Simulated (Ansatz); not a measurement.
TiSi$_{2}$ (C49 type, space group Cmcm)

```yaml
crystal:
  lattice:
    - [1.77297, -6.78252, 0.00000]
    - [1.77297, 6.78252, 0.00000]
    - [0.00000, 0.00000, 3.57969]
  atoms:
    - { symbol: Si, position: [0.94084, 0.05916, 0.75000] }
    - { symbol: Si, position: [0.05916, 0.94084, 0.25000] }
    - { symbol: Si, position: [0.25028, 0.74972, 0.75000] }
    - { symbol: Si, position: [0.74972, 0.25028, 0.25000] }
    - { symbol: Ti, position: [0.60320, 0.39680, 0.75000] }
    - { symbol: Ti, position: [0.39680, 0.60320, 0.25000] }
```

In this cell atom 2 (Si, nearest neighbour Si at 2.404 Å; its periodic images, 3.5 Å or more away, move with it) is moved by s towards the nearest neighbour, unit vector (0.000, 0.668, -0.744); all other atoms and the cell stay fixed.

All values below come from PBE (plane waves to 420 eV, PAW, scalar-relativistic; Ansatz, an electronic-structure program). k mesh 11×11×11 (Γ-centred), Fermi-Dirac smearing 0.05 eV. The energy includes the smearing's −TS. With partly filled bands, energies and forces of such displacements shift with the k mesh and the smearing. The PAW data are Ansatz's earlier set. This is one of several known forms of TiSi2; the measured ambient cells at hand have space group No. 70. TiSi2 is run without spin polarisation. TiSi2 was relaxed with its symmetry unable to fall. ΔE is measured from the undisplaced structure. The last digit holds for this mesh only.

```tsv
s (Å)	ΔE (meV/cell)
-0.720	2214.3
-0.576	1462.6
-0.432	858.3
-0.288	401.1
-0.144	106.5
0.000	0.0
0.144	125.7
0.288	564.4
0.432	withheld
0.576	3059.3
0.720	5767.7
```

Fit a polynomial form (powers 2, 3, 4) to the given rows and predict ΔE at s = 0.432.

Least squares on the 10 given rows: ΔE = (5500)·s² + (4622)·s³ + (4214)·s⁴, in meV/cell with s in Å; root-mean-square residual 51.39 meV/cell. At 0.432 the fit gives 1545.8 meV/cell; the calculation gives 1460.9 meV/cell, so the interpolation is off by 84.9 (+5.8 %). The quadratic term alone would give 1026.4 meV/cell.

(A displaced cell: forces are minus the slopes of the energy, force constants its curvatures, and phonons follow from these.)
